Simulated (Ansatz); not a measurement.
CoSi2 (fluorite or antifluorite type, Fm-3m) under volume change, DFT-r²SCAN in the program Ansatz with PAW potentials, scaled uniformly.

| V (Å³/atom) | E − E(relaxed) (meV/atom) | P (GPa) |
|---|---|---|
| 11.383 | 74.1 | 22.96 |
| 11.759 | [?] | [?] |
| 12.134 | 7.3 | 6.44 |
| 12.509 | 0.0 | 0.00 |
| 12.885 | [?] | [?] |
| 13.260 | 24.9 | -10.07 |
| 13.635 | 53.2 | -13.96 |

### Question
Complete the blanks.

### Answer

- 11.759, E − E(relaxed) (meV/atom): 31.1
- 11.759, P (GPa): 14.02
- 12.885, E − E(relaxed) (meV/atom): 6.6
- 12.885, P (GPa): -5.46

### Question
What does a third-order Birch–Murnaghan fit give for V₀, B₀ and B′?

### Answer
V₀ = 12.51 Å³/atom, B₀ = 197 GPa, B′ = 4.5.

The cell was relaxed with r²SCAN under the symmetry of its start; of distortions, only those at the zone centre were tested. The run is not spin-polarised.

Potentials: the earlier of the program's two PAW sets.
